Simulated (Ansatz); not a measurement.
Values for one crystal, relaxed and computed with r²SCAN (plane waves, PAW; program Ansatz); other levels are named.

```yaml
volume_per_atom: 22.81 Å³
band_gap: 0.27 eV (smallest direct gap 0.27 eV)
conduction_band_minimum: on the Γ–A line, 9 % of the way from Γ (2 equivalent valleys)
valence_band_maximum: at Γ
```

Q: Which compound is it?
A) H, P2_12_12_1 (H on 4a, H on 4a)
B) N, P6_3/mmc (N on 4f)
C) As, Cmce (As on 8f)
D) Ge, P6_3/mmc (Ge on 4e, Ge on 4f)

A: D, Ge, P6_3/mmc (Ge on 4e, Ge on 4f)

The first step of the workflow began from a Materials Project structure, measured or hypothetical; the Crystallography Open Database copy checked does not list it. It is not the phase usual at ambient conditions (space group No. 227). The cell was relaxed with r²SCAN under the symmetry of its start; its stability against distortions is not shown here. Scalar-relativistic: spin–orbit coupling is off unless named, which matters more the heavier the elements.

Potentials: the later of the program's two PAW sets.
